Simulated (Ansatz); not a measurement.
A generator proposed this cell of TaRu₄.

```yaml
crystal:
  lattice:
    - [2.71366, 0.00000, 0.00000]
    - [-1.35683, 2.35010, 0.00000]
    - [0.00000, 0.00000, 22.02817]
  atoms:
    - { symbol: Ta, position: [0.33333, 0.66667, 0.25000] }
    - { symbol: Ta, position: [0.66667, 0.33333, 0.75000] }
    - { symbol: Ru, position: [0.33333, 0.66667, 0.85000] }
    - { symbol: Ru, position: [0.33333, 0.66667, 0.05000] }
    - { symbol: Ru, position: [0.33333, 0.66667, 0.45000] }
    - { symbol: Ru, position: [0.33333, 0.66667, 0.65000] }
    - { symbol: Ru, position: [0.66667, 0.33333, 0.95000] }
    - { symbol: Ru, position: [0.66667, 0.33333, 0.15000] }
    - { symbol: Ru, position: [0.66667, 0.33333, 0.35000] }
    - { symbol: Ru, position: [0.66667, 0.33333, 0.55000] }
```

All numbers below come from Ansatz 0.2.0, DFT PBE, scalar-relativistic, plane waves, PAW. Cutoff 420 eV; k points 6×6×1 on the computed 10-atom cell (Γ-centred); Gaussian smearing, width 0.10 eV; no spin polarisation.

The zero of energy is the elements' standard structures at the same level; no fitted shifts are applied.

Question: What does a single point on this coarse mesh give?

Answer: The pressure is 13.7 GPa (the mean over three directions, positive in compression), the largest force is 1.73 eV/Å, and the energy is +0.13 eV/atom against the elements. The shortest distance is 2.70 Å.

Question: Is it a good guess?

Answer: A good one: relaxing gains under 0.1 eV/atom (the start's value is from the coarse mesh, so the gain is rough) in 12 ionic steps and ends at +0.03 eV/atom on the finer mesh. The symmetry stays P6_3/mmc (No. 194). The volume per atom grows by 4.4 %, from 14.0 to 14.7 Å³. The shortest distance goes from 2.70 Å (Ta–Ru and Ru–Ru) to 2.63 Å (Ru–Ru). Conventional cell: a = 2.770 Å, c = 22.078 Å. Ta has 6 Ta at 2.77 Å and 6 Ru at 2.85 Å; around Ru on its first site lie 9 Ru at 2.65–2.77 Å and 3 Ta at 2.85 Å; Ru on its second site has 12 Ru at 2.63–2.77 Å.

The last run used an 18×18×2 mesh (in the run's order of axes) for its 10-atom cell and Gaussian smearing of 0.10 eV. The k mesh leaves some 4 meV/atom of noise in the energy of each metallic cell. Spin–orbit coupling, which can matter for Ta, is left out. The relaxation can't lower the symmetry of the start, and the grade says only how near the guess is to its own end. A structure relaxed within its symmetry needn't be a true minimum.
